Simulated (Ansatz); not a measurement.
**BiN (PbO-type structure)**

Computed with Ansatz (plane waves, PAW, 420 eV cutoff): PBE with spin–orbit coupling, two-component spinors, Γ-centred 8×8×6 mesh, 0.05 eV Gaussian smearing; PAW files: Ansatz's generated set soft_2.

```cif
data_structure
_symmetry_space_group_name_H-M 'P4/nmm:1'
_symmetry_Int_Tables_number 129
_cell_length_a 4.0523
_cell_length_b 4.0523
_cell_length_c 5.3119
_cell_angle_alpha 90.000
_cell_angle_beta 90.000
_cell_angle_gamma 90.000
_cell_volume 87.23
loop_
_atom_site_label
_atom_site_type_symbol
_atom_site_symmetry_multiplicity
_atom_site_Wyckoff_symbol
_atom_site_fract_x
_atom_site_fract_y
_atom_site_fract_z
_atom_site_occupancy
Bi1 Bi 2 c 0.50000 0.00000 0.20865 1
N1 N 2 a 0.00000 0.00000 0.00000 1
```

The start was a prototype's sites filled with these elements, not a measured cell.

The pressure at this geometry is 0.6 GPa.

Which orbitals carry the states at the Fermi level, and how many states are there?

Within 0.1 eV of it: N 2p 78 %, Bi 6p 12 %, Bi 6s 9 % (shares among the projected shells). The Fermi level sits on a steep edge: the density of states is 0.4, 0.1 and 0.2 states/eV per cell at −0.1, 0 and +0.1 eV.

Density of states (tetrahedra, averaged over 0.5 eV; states/eV per cell of 4 atoms; energy in eV from the Fermi level; projections on Löwdin-orthogonalised atomic orbitals, summed over sites):

| E | total | N 2p | Bi 6p | Bi 6s | N 2s |
| --- | --- | --- | --- | --- | --- |
| -5.60 | 0.15 | 0.08 | 0.07 | 0.00 | 0.00 |
| -5.10 | 2.09 | 1.13 | 0.87 | 0.03 | 0.04 |
| -4.60 | 1.75 | 0.96 | 0.70 | 0.03 | 0.04 |
| -4.10 | 1.85 | 1.10 | 0.67 | 0.02 | 0.05 |
| -3.60 | 2.08 | 1.24 | 0.74 | 0.02 | 0.05 |
| -3.10 | 1.77 | 1.01 | 0.63 | 0.05 | 0.06 |
| -2.60 | 3.18 | 1.75 | 1.21 | 0.13 | 0.07 |
| -2.10 | 2.79 | 1.70 | 0.89 | 0.11 | 0.06 |
| -1.60 | 2.15 | 1.38 | 0.62 | 0.08 | 0.04 |
| -1.10 | 3.01 | 2.16 | 0.64 | 0.10 | 0.05 |
| -0.60 | 2.51 | 1.92 | 0.42 | 0.09 | 0.03 |
| -0.10 | 0.75 | 0.63 | 0.05 | 0.05 | 0.01 |
| 0.40 | 0.19 | 0.07 | 0.08 | 0.03 | 0.00 |
| 0.90 | 0.35 | 0.10 | 0.17 | 0.04 | 0.02 |
| 1.40 | 1.05 | 0.27 | 0.56 | 0.07 | 0.09 |
| 1.90 | 2.05 | 0.56 | 1.07 | 0.11 | 0.18 |
| 2.40 | 2.87 | 0.90 | 1.39 | 0.15 | 0.21 |
| 2.90 | 1.50 | 0.51 | 0.71 | 0.07 | 0.09 |
